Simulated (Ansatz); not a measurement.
MoS$_{2}$ in space group R3m (No. 160; Mo on 3a, S on 3a, S on 3a), a = 3.176 Å, b = 3.176 Å, c = 18.671 Å, α = 90.00°, β = 90.00°, γ = 120.00°; the cell used has 3 atoms.

Relaxed with r²SCAN+D4.

**Question.** Which orbitals make up the states near the band edges in r²SCAN+D4 in the plane-wave PAW code Ansatz?

**Answer.** Top 1 eV of the valence band: Mo 4d 64 %, S 3p 32 %. Bottom 1 eV of the conduction band: Mo 4d 65 %, S 3p 29 %. Projections are on Löwdin-orthogonalised atomic valence shells; empty p or d shells of many metals are not among them.

**Question.** Tabulate the density of states.

**Answer.** States/eV per cell of 3 atoms, in 0.25 eV bins, energy from the valence-band maximum.

```csv
E (eV),total,S 3p,Mo 4d,S 3s
-7.85,0.00,0.00,0.00,0.00
-7.60,0.00,0.00,0.00,0.00
-7.35,0.00,0.00,0.00,0.00
-7.10,0.03,0.02,0.01,0.00
-6.85,0.40,0.26,0.09,0.02
-6.60,1.52,0.99,0.36,0.05
-6.35,3.29,2.02,1.05,0.05
-6.10,2.65,1.59,0.90,0.05
-5.85,2.59,1.65,0.78,0.06
-5.60,1.34,0.90,0.36,0.04
-5.35,0.83,0.58,0.21,0.03
-5.10,1.53,0.97,0.42,0.08
-4.85,3.76,2.31,0.99,0.27
-4.60,3.01,1.80,0.79,0.24
-4.35,1.79,1.10,0.54,0.08
-4.10,4.42,2.69,1.55,0.09
-3.85,2.57,1.59,0.87,0.05
-3.60,1.70,1.00,0.64,0.02
-3.35,1.57,0.86,0.66,0.01
-3.10,1.64,0.94,0.64,0.01
-2.85,3.76,2.48,1.09,0.09
-2.60,3.04,2.17,0.71,0.10
-2.35,2.54,2.00,0.41,0.07
-2.10,2.38,1.98,0.30,0.04
-1.85,1.00,0.82,0.14,0.02
-1.60,2.88,0.98,1.75,0.05
-1.35,2.80,0.96,1.71,0.04
-1.10,1.67,0.50,1.10,0.02
-0.85,0.81,0.24,0.54,0.02
-0.60,0.25,0.10,0.14,0.01
-0.35,0.16,0.06,0.09,0.01
-0.10,0.06,0.02,0.03,0.00
0.15,0.00,0.00,0.00,0.00
0.40,0.00,0.00,0.00,0.00
0.65,0.00,0.00,0.00,0.00
0.90,0.00,0.00,0.00,0.00
1.15,0.70,0.18,0.47,0.01
1.40,2.21,0.65,1.43,0.04
1.65,4.15,1.10,2.89,0.04
1.90,3.56,1.21,2.14,0.07
2.15,4.45,1.52,2.64,0.09
2.40,3.36,1.26,1.82,0.10
2.65,2.13,0.83,1.10,0.08
2.90,2.37,0.94,1.20,0.07
3.15,1.64,0.68,0.79,0.06
3.40,1.43,0.62,0.66,0.06
3.65,1.43,0.68,0.65,0.04
3.90,2.54,1.13,1.16,0.12
4.15,1.35,0.51,0.65,0.12
4.40,0.68,0.23,0.35,0.07
4.65,0.00,0.00,0.00,0.00
4.90,0.00,0.00,0.00,0.00
5.15,0.00,0.00,0.00,0.00
5.40,0.00,0.00,0.00,0.00
5.65,0.08,0.00,0.00,0.00
5.90,0.32,0.02,0.01,0.00
```

Symmetry was held in the r²SCAN+D4 relaxation. No spin polarisation was allowed. Spin–orbit coupling is left out wherever it is not named.

Potentials: the earlier of the program's two PAW sets.
